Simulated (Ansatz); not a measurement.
# WC: a vibration from a frozen displacement

Computed with DFT PBEsol, scalar-relativistic, plane waves, PAW in Ansatz. Settings: plane waves to 420 eV, k-mesh 18×18×16 (Γ-centred), Methfessel–Paxton smearing 0.2 eV. Spin–orbit coupling is left out, which matters for the heavy elements here. No spin polarisation. Energies are free energies at this smearing, counted from the undisturbed cell; pressure is positive in compression.

Zero of the scan (as given, not relaxed at this level; it stands at -0.8 GPa):

```yaml
crystal:
  lattice:
    - [2.90050, 0.00000, 0.00000]
    - [-1.45025, 2.51191, 0.00000]
    - [0.00000, 0.00000, 2.82900]
  atoms:
    - { symbol: W, position: [0.00000, 0.00000, 0.00000] }
    - { symbol: C, position: [0.66667, 0.33333, 0.50000] }
```

Every C atom is moved by x along the Cartesian unit vector (-0.662, -0.382, -0.645); the cell and all other atoms stay fixed. The cell's volume is 20.61 Å³; the moved atoms weigh 12.011 u together and the others 183.840 u.

| x (Å) | ΔE (meV/cell) | total force on the moved atoms along the move (eV/Å) | pressure (GPa) |
| --- | --- | --- | --- |
| -0.2000 | 299.81 | 3.0090 | 6.4588 |
| -0.1500 | 168.46 | 2.2472 | 3.3510 |
| -0.1000 | 74.91 | 1.4960 | 1.0893 |
| -0.0500 | 18.78 | 0.7496 | -0.2925 |
| 0.0000 | 0.00 | 0.0000 | -0.7572 |
| 0.0500 | 19.20 | -0.7745 | -0.2876 |
| 0.1000 | 78.29 | -1.5998 | 1.1411 |
| 0.1500 | 180.37 | -2.4961 | 3.5793 |
| 0.1750 | 248.73 | -2.9764 | 5.1982 |
| 0.2000 | 329.42 | -3.4832 | 7.0939 |

Question: What frequency belongs to this motion?

Answer: The force constant is k = −dF/dx = 15.241 eV/Å², from the parabola through x = -0.0500, 0 and 0.0500. In every cell the moved atoms swing against the rest, so the mass is μ = m₁m₂/(m₁ + m₂) = 11.274 u, and ν̃ = 521.5 cm⁻¹ × √(|k|/μ) = 606 cm⁻¹. The pattern needn't be a normal mode: ν̃² is then a weighted mean of the squared nonzero frequencies at the zone centre of this cell, so it lies between the lowest and the highest of them.

Question: How far does the harmonic law reach?

Answer: At x = -0.200 Å, kx²/2 = 304.81 meV against the computed 299.81 meV (-1.6 %): the well is still close to harmonic there.

In a metal these slopes depend on the k mesh and the smearing.

Cost: 10 runs of about 5.1 core-minutes in all, on Intel Xeon Processor @ 2.70GHz (shared hosts).